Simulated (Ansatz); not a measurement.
GaP:
```
GaP
1.0
    3.84207     0.00000     0.00000
   -1.92103     3.32733     0.00000
    0.00000     0.00000     6.33696
Ga P
2 2
Direct
  0.66667   0.33333   0.50011
  0.33333   0.66667   0.00011
  0.66667   0.33333   0.87389
  0.33333   0.66667   0.37389
```

Relaxed with r²SCAN. Special points in fractions of this cell's reciprocal vectors: Γ (0.000, 0.000, 0.000); M (0.500, 0.000, 0.000); K (0.333, 0.333, 0.000); A (0.000, 0.000, 0.500); L (0.500, 0.000, 0.500); H (0.333, 0.333, 0.500).

List the band energies nearest the valence-band maximum at these points for plane-wave PAW r²SCAN with spin–orbit coupling (Ansatz code).

In eV from the valence-band maximum; about four levels below and three above (degenerate sets whole), none deeper than 8.9 eV; points with the same levels are listed once.

| k | below | above |
|---|---|---|
| Γ | -0.04 -0.04 0.00 0.00 | 1.71 1.71 2.34 2.34 |
| M | -2.58 -2.58 -1.29 -1.29 | 1.76 1.76 3.23 3.23 |
| K | -3.26 -3.26 -3.25 -3.01 -3.01 | 2.40 2.40 5.36 |
| A | -0.73 -0.73 -0.73 -0.73 | 2.51 2.51 2.51 2.51 |
| L | -2.22 -2.22 -2.22 -2.22 | 1.95 1.95 1.95 1.95 |
| H | -1.87 -1.87 -1.85 -1.85 | 2.78 2.78 2.79 2.79 |

Space group P6_3mc (wurtzite). The first step of the workflow began from a Materials Project structure, measured or hypothetical; the Crystallography Open Database copy checked does not list it. It is not the phase usual at ambient conditions (space group No. 216). Symmetry was held in the r²SCAN relaxation; whether a distortion lowers the energy is not shown.

Potentials: the later of the program's two PAW sets.
